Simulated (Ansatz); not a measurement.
Au (P6_3/mmc), one atom moved over a plane

The calculation used DFT r2SCAN, scalar-relativistic, plane waves, PAW in Ansatz. The runs took a 500 eV cutoff, a Γ-centred 18×18×10 mesh and Gaussian smearing (0.15 eV). Spin–orbit coupling is left out, which can shift energies with elements as heavy as these. No spin polarisation. Energies are free energies at this smearing, counted from the undisturbed cell; pressure is positive in compression.

Reference structure (as given, not relaxed at this level; it stands at -1.5 GPa; this form isn't the usual structure):

```yaml
crystal:
  lattice:
    - [2.90000, 0.00000, 0.00000]
    - [-1.45000, 2.51147, 0.00000]
    - [0.00000, 0.00000, 4.88000]
  atoms:
    - { symbol: Au, position: [0.33333, 0.66667, 0.75000] }
    - { symbol: Au, position: [0.66667, 0.33333, 0.25000] }
```

Atom 1 (Au) is moved by p along (0.707, 0.707, 0.000) and q along (0.000, 0.000, 1.000) (Å), all else fixed. Points are written (p, q).

Energy above the undisturbed cell in eV/cell (a dash: not computed):

| p \ q | -0.200 | -0.100 | 0.000 | 0.100 | 0.200 |
| --- | --- | --- | --- | --- | --- |
| -0.200 | 0.15 | 0.04 | 0.01 | 0.04 | 0.15 |
| -0.100 | 0.13 | – | 0.00 | – | 0.13 |
| 0.000 | 0.13 | 0.03 | 0.00 | 0.03 | 0.13 |
| 0.100 | 0.13 | – | 0.00 | – | 0.13 |
| 0.200 | 0.14 | 0.04 | 0.01 | 0.04 | 0.14 |

Pressure in GPa:

```csv
p \ q,-0.200,-0.100,0.000,0.100,0.200
-0.200,2.3,-0.3,-1.2,-0.3,2.3
-0.100,1.9,–,-1.4,–,1.9
0.000,1.8,-0.7,-1.5,-0.7,1.8
0.100,1.9,–,-1.4,–,1.9
0.200,2.1,-0.4,-1.3,-0.4,2.1
```